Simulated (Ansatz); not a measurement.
Relaxed Cu (fcc, Cu type):

```yaml
crystal:
  lattice:
    - [0.00000, 3.62881, 3.62881]
    - [1.81440, 1.81440, 3.62881]
    - [1.81440, 1.81440, 0.00000]
  atoms:
    - { symbol: Cu, position: [0.00000, 0.00000, 0.00000] }
    - { symbol: Cu, position: [0.50000, 0.00000, 0.00000] }
```

A phonon eigenvector at X = (0.5, 0.5, 0.0) is frozen into this cell: atom i moves by Q times the vector below, so Q is the largest atomic displacement, in Å. The cell is held. It is one choice among 2 degenerate patterns. (q is in reciprocal vectors of the primitive cell; the cell shown is doubled to hold the pattern.)

```csv
atom,x,y,z
Cu1,0.000,1.000,0.000
Cu2,0.000,-1.000,0.000
```

All values below come from PBE (plane waves to 420 eV, PAW, scalar-relativistic; Ansatz, a first-principles code). k mesh 22×22×22 (Γ-centred), Fermi-Dirac smearing 0.05 eV. Energies are smeared free energies. With partly filled bands, energies and forces of such displacements shift with the k mesh and the smearing. Cu is run without spin polarisation. Cu was relaxed with its symmetry unable to fall. The PAW data are Ansatz's earlier set. The zero of ΔE is the undisplaced structure. The last digit holds for this mesh only.

```csv
Q (Å),ΔE (meV/cell)
-0.2800,577.6
-0.2333,389.3
-0.1867,242.8
-0.1400,133.8
-0.0933,withheld
-0.0467,14.5
0.0000,0.0
0.0467,14.5
0.0933,withheld
0.1400,133.8
0.1867,242.8
0.2333,389.3
0.2800,577.6
```

Problem. Fit an even polynomial form (powers 2, 4) to the given rows and predict ΔE at Q = 0.0933.

Solution. Least squares on the 11 given rows: ΔE = (6650)·Q² + (9162)·Q⁴, in meV/cell with Q in Å; root-mean-square residual 0.11 meV/cell. At 0.0933 the fit gives 58.6 meV/cell; the calculation gives 58.5 meV/cell, so the interpolation is off by 0.1 (+0.2 %). The quadratic term alone would give 57.9 meV/cell.

(A displaced cell: forces are minus the slopes of the energy, force constants its curvatures, and phonons follow from these.)
